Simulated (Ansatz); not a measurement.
The calculation used DFT r2SCAN, scalar-relativistic, plane waves, PAW in Ansatz 0.2.0.

Structure of Pd:

```xyz
1
Lattice="0.0000 1.9537 1.9537 1.9537 0.0000 1.9537 1.9537 1.9537 0.0000" Properties=species:S:1:pos:R:3 pbc="T T T"
Pd    0.0000    0.0000    0.0000
```

Plane waves to 500 eV, a k mesh through Γ of 18×18×18 on the computed 1-atom cell and Gaussian smearing (0.10 eV); no spin polarisation.

Levels along Γ–X–U | K–Γ–L–W–X, in eV from the Fermi level, sorted by energy at each point. Points in fractions of the primitive reciprocal vectors: Γ (0.000 0.000 0.000), X (0.500 0.000 0.500), U (0.625 0.250 0.625), K (0.375 0.375 0.750), L (0.500 0.500 0.500), W (0.500 0.250 0.750).
```tsv
point	k (1/Å, with 2π)	band 6	band 7	band 8	band 9	band 10
Γ	0.000	-2.86	-2.86	-2.86	-1.28	-1.28
-	0.230	-2.99	-2.74	-2.74	-1.42	-1.23
-	0.459	-3.36	-2.41	-2.41	-1.76	-1.07
-	0.689	-3.85	-1.97	-1.88	-1.88	-0.84
-	0.919	-4.35	-1.26	-1.21	-1.21	-0.58
-	1.149	-4.78	-0.50	-0.50	-0.34	0.51
-	1.378	-5.05	-0.16	0.08	0.08	2.59
X	1.608	-5.15	-0.10	0.30	0.30	3.72
-	1.689	-5.13	-0.12	0.20	0.29	3.85
-	1.770	-5.07	-0.19	-0.06	0.26	4.21
-	1.852	-4.97	-0.42	-0.31	0.22	4.72
-	1.933	-4.82	-0.81	-0.45	0.15	5.34
-	2.014	-4.63	-1.21	-0.62	0.07	6.02
-	2.095	-4.40	-1.59	-0.81	-0.04	6.75
U	2.176	-4.16	-1.95	-1.00	-0.15	7.51
K	2.176	-4.16	-1.95	-1.00	-0.15	7.51
-	2.420	-3.48	-2.82	-1.52	-0.58	5.77
-	2.664	-3.36	-3.11	-1.87	-1.10	3.25
-	2.908	-3.56	-2.85	-1.98	-1.63	1.17
-	3.151	-3.48	-2.55	-2.12	-1.87	-0.31
-	3.395	-3.23	-2.52	-2.52	-1.62	-1.08
-	3.638	-2.97	-2.77	-2.74	-1.38	-1.27
Γ	3.882	-2.86	-2.86	-2.86	-1.28	-1.28
-	4.081	-2.92	-2.79	-2.79	-1.31	-1.31
-	4.280	-3.05	-2.64	-2.64	-1.35	-1.35
-	4.479	-3.02	-2.56	-2.56	-1.25	-1.25
-	4.678	-2.63	-2.63	-2.39	-0.93	-0.93
-	4.877	-2.77	-2.77	-1.03	-0.51	-0.51
-	5.076	-2.88	-2.88	-0.17	-0.17	0.53
L	5.275	-2.93	-2.93	-0.04	-0.04	1.37
-	5.437	-3.00	-2.85	-0.58	-0.05	2.04
-	5.599	-3.21	-2.61	-1.39	-0.09	3.21
-	5.762	-3.50	-2.23	-2.10	-0.15	4.51
-	5.924	-3.81	-2.67	-1.79	-0.16	5.90
-	6.087	-3.77	-3.07	-1.46	-0.05	7.31
-	6.249	-3.49	-3.31	-1.36	0.19	8.64
W	6.412	-3.39	-3.39	-1.36	0.30	9.37
-	6.527	-3.84	-2.87	-1.28	0.30	8.37
-	6.641	-4.24	-2.29	-1.06	0.30	7.37
-	6.756	-4.56	-1.68	-0.78	0.30	6.38
-	6.871	-4.82	-1.04	-0.51	0.30	5.45
-	6.986	-5.00	-0.42	-0.29	0.30	4.61
-	7.101	-5.11	-0.15	0.09	0.30	3.97
X	7.216	-5.15	-0.10	0.30	0.30	3.72
```

Cost: 1 run of about 0.27 core-minutes, on Arm Neoverse V2 (shared hosts).